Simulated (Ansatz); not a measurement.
Relaxed-ion elastic tensor of CdS2 in space group Pa-3 (No. 205; Cd on 4a, S on 8c) in GPa (Voigt order), PBEsol in the plane-wave PAW code Ansatz; density 4.73 g/cm³, 20.64 Å³ per atom.

```
99.6  52.2  52.2   0.0   0.0   0.0
52.2  99.6  52.2   0.0   0.0   0.0
52.2  52.2  99.6   0.0   0.0   0.0
 0.0   0.0   0.0  25.9   0.0   0.0
 0.0   0.0   0.0   0.0  25.9   0.0
 0.0   0.0   0.0   0.0   0.0  25.9
```

Problem. Is the crystal mechanically stable?

Solution. Yes: the smallest eigenvalue of C is 25.9 GPa.

Problem. Work out the Voigt, Reuss and Hill averages.

Solution. K_V = 68.0, K_R = 68.0, K_H = 68.0; G_V = 25.0, G_R = 25.0, G_H = 25.0 GPa.

Problem. Give Young's modulus, Poisson's ratio, Pugh's ratio and the universal anisotropy index.

Solution. E = 9KG/(3K + G) = 66.8 GPa; ν = 0.34; K/G = 2.72 (ductile by the Pugh limit of 1.75); A_U = 5G_V/G_R + K_V/K_R − 6 = 0.01.

Problem. Estimate the sound speeds and the Debye temperature.

Solution. v_l = √((K + 4G/3)/ρ) = 4630 m/s, v_t = √(G/ρ) = 2300 m/s, mean 2580 m/s; Θ = (h/k)(3n/4πV)^(1/3) v_m = 280 K.

Problem. Give the Zener ratio and Young's modulus along [100], [110] and [111].

Solution. A = 2C44/(C11 − C12) = 1.09; 1/E = S11 − 2(S11 − S12 − S44/2)Γ with Γ = 0, 1/4, 1/3 gives 63.7, 67.5, 68.9 GPa.

The workflow started from a Materials Project entry (that database holds measured and hypothetical structures alike); the Crystallography Open Database copy checked does not list it. Whether it is the stable phase at ambient conditions was not checked. Symmetry was held in the PBEsol relaxation; whether a distortion lowers the energy is not shown.

Potentials: the later of the program's two PAW sets.
